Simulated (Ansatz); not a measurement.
HfO2:
```
HfO2
1.0
    5.11410     0.00000     0.00000
    0.00000     5.18160     0.00000
   -0.87109     0.00000     5.22317
Hf O
4 8
Direct
  0.27621   0.45816   0.70823
  0.72379   0.54184   0.29177
  0.72379   0.95816   0.79177
  0.27621   0.04184   0.20823
  0.44796   0.74233   0.97851
  0.55204   0.25767   0.02149
  0.55204   0.24233   0.52149
  0.44796   0.75767   0.47851
  0.07006   0.33378   0.34401
  0.92994   0.66622   0.65599
  0.92994   0.83378   0.15599
  0.07006   0.16622   0.84401
```

Relaxed with r²SCAN. Special points in fractions of this cell's reciprocal vectors: Γ (0.000, 0.000, 0.000); Z (0.000, 0.500, 0.000); D (0.000, 0.500, 0.500); B (0.000, 0.000, 0.500); A (-0.500, 0.000, 0.500); E (-0.500, 0.500, 0.500); C2 (-0.500, 0.500, 0.000); Y2 (-0.500, 0.000, 0.000).

Question: List the band energies nearest the valence-band maximum at these points for r²SCAN in the plane-wave PAW code Ansatz.

Answer: In eV from the valence-band maximum; about four levels below and three above (degenerate sets whole), none deeper than 8.9 eV; points with the same levels are listed once.

| k | below | above |
|---|---|---|
| Γ | -0.55 -0.52 -0.21 0.00 | 5.04 5.65 5.72 |
| Z | -0.84 -0.84 -0.47 -0.47 | 5.56 5.56 6.12 6.12 |
| D | -0.93 -0.93 -0.66 -0.66 | 5.48 5.48 5.67 5.67 |
| B | -0.88 -0.88 -0.50 -0.50 | 5.27 5.27 5.78 5.78 |
| A | -1.00 -1.00 -0.51 -0.51 | 4.90 4.90 6.06 6.06 |
| E | -1.08 -1.08 -0.74 -0.74 | 5.09 5.09 5.80 5.80 |
| C2 | -0.96 -0.96 -0.62 -0.62 | 5.28 5.28 5.79 5.79 |
| Y2 | -0.75 -0.60 -0.45 -0.09 | 4.59 5.65 5.76 |

Space group P2_1/c. The r²SCAN relaxation kept the symmetry of its start. No spin polarisation was allowed. Spin–orbit coupling is left out wherever it is not named.

Potentials: the later of the program's two PAW sets.
